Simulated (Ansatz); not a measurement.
AlPd3N:
```yaml
crystal:
  lattice:
    - [4.10384, 0.00000, 0.00000]
    - [0.00000, 4.10384, 0.00000]
    - [0.00000, 0.00000, 4.10384]
  atoms:
    - { symbol: Al, position: [0.00000, 0.00000, 0.00000] }
    - { symbol: Pd, position: [0.00000, 0.50000, 0.50000] }
    - { symbol: Pd, position: [0.50000, 0.00000, 0.50000] }
    - { symbol: Pd, position: [0.50000, 0.50000, 0.00000] }
    - { symbol: N, position: [0.50000, 0.50000, 0.50000] }
```

Relaxed with r²SCAN. Special points in fractions of this cell's reciprocal vectors: Γ (0.000, 0.000, 0.000); X (0.000, 0.500, 0.000); M (0.500, 0.500, 0.000); R (0.500, 0.500, 0.500).

Task: List the band energies nearest the Fermi level at these points for r²SCAN with spin–orbit coupling in the plane-wave PAW code Ansatz.

Result: In eV from the Fermi level; about four levels below and three above (degenerate sets whole), none deeper than 8.9 eV; points with the same levels are listed once.

```
k                    below                above
-  -----------------------  -------------------
Γ  -1.45 -1.45 -1.45 -1.45  1.02 1.02 1.24 1.24
X  -1.35 -1.35 -1.22 -1.22  1.16 1.16 1.50 1.50
M  -0.71 -0.71 -0.42 -0.42  2.41 2.41 3.75 3.75
R  -1.63 -1.63 -1.63 -1.63  0.96 0.96 0.96 0.96
```

Space group Pm-3m (anti-perovskite). The start of the workflow was typed in or built on a structure type; neither database checked (COD, Materials Project) lists it. Whether it is the stable phase at ambient conditions was not checked. The cell was relaxed with r²SCAN under the symmetry of its start; whether a distortion lowers the energy is not shown. No spin polarisation was allowed. The volume moved by 16 % from the start of the relaxation.

Potentials: the later of the program's two PAW sets.
